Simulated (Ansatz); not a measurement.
VGe:
```xyz
6
Lattice="5.1941 0.0000 0.0000 -2.5970 4.4982 0.0000 0.0000 0.0000 4.2547" Properties=species:S:1:pos:R:3 pbc="T T T"
V      2.5970     0.0000     0.0000
V      1.2985     2.2491     0.0000
V     -1.2985     2.2491     0.0000
Ge     0.0000     0.0000     0.0000
Ge     0.0000     2.9988     2.1273
Ge     2.5970     1.4994     2.1273
```

This is the PBE-relaxed structure.

All from the program Ansatz at the PBE level (PAW), unless another level is named. Estimate the electronic character.

metallic (no gap).

Give the density of states at the Fermi level.

0.74 states/eV per atom (mean over ±0.08 eV).

What about the formation energy from the elements (no fitted shifts)?

-0.21 eV/atom.

Space group P6/mmm. The cell is a constructed one: a structure type filled with these elements; neither database checked (COD, Materials Project) lists it. Whether it is the stable phase at ambient conditions was not checked. Symmetry was held in the PBE relaxation; whether a distortion lowers the energy is not shown. The workflow began spin-polarised and lost its moments. The references are the lowest solids computed at this level, not always the standard phases. Scalar-relativistic: spin–orbit coupling is off unless named, which matters more the heavier the elements.

Potentials: the later of the program's two PAW sets.
